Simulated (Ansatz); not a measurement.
Method: r2SCAN, no spin polarisation; PAW, plane waves to 500 eV, 5×5×5 Γ-centred mesh, fermi-dirac occupations (width 0.1 eV) (Ansatz 0.2.0), atoms fixed.

Computed maps in the lattice plane spanned by b (left to right, 6.55 Å, 20 points from zero) and c (bottom to top, 6.55 Å, 20 points from zero), 90° apart, at height 0.233 along a. The fields are smooth PAW ones with compensation charges, not the true ones near nuclei.

Valence density. Digits on a logarithmic scale: 0 up to 0.03 e/Å³, each further digit a factor of 1.6, 9 from 1.3 e/Å³ up:
```
12332211357888875311
34443212357866875322
45665422468877875323
56776543467888875323
56776554566777764323
56676667876666554323
45566679999655544333
33445699999865554432
22334699999865555532
11234689999766676643
21245578998666787653
22456666776667888753
23578877655567888753
35788887655567777643
35786588655556666532
35787688655555554321
24788887644444432111
13577776444454432100
12355554334566542100
01233322246788764200
```

Q: The cell is NaMo₆S₈. Which atoms lie within 0.2 Å of this plane, and where (fractions of b and c)?

A: Mo at (0.42, 0.56), S at (0.62, 0.88), S at (0.23, 0.23). The whole cell:
```
Mo Na S
1.0
     4.63357    2.67519    3.78095
    -4.63357    2.67519    3.78095
     0.00000   -5.35039    3.78095
Mo Na S
6 1 8
Direct
  0.41540 0.55920 0.23290
  0.23290 0.41540 0.55920
  0.55920 0.23290 0.41540
  0.58460 0.44080 0.76710
  0.76710 0.58460 0.44080
  0.44080 0.76710 0.58460
  0.00000 0.00000 0.00000
  0.75590 0.37550 0.11870
  0.11870 0.75590 0.37550
  0.37550 0.11870 0.75590
  0.24410 0.62450 0.88130
  0.88130 0.24410 0.62450
  0.62450 0.88130 0.24410
  0.22880 0.22880 0.22880
  0.77120 0.77120 0.77120
```

Origin: a known structure type with other elements, at an estimated volume, so it need not be a known compound. Caveats: many states at the Fermi level without spin polarisation, so a magnetic state may lie lower; atoms or cell far from equilibrium.
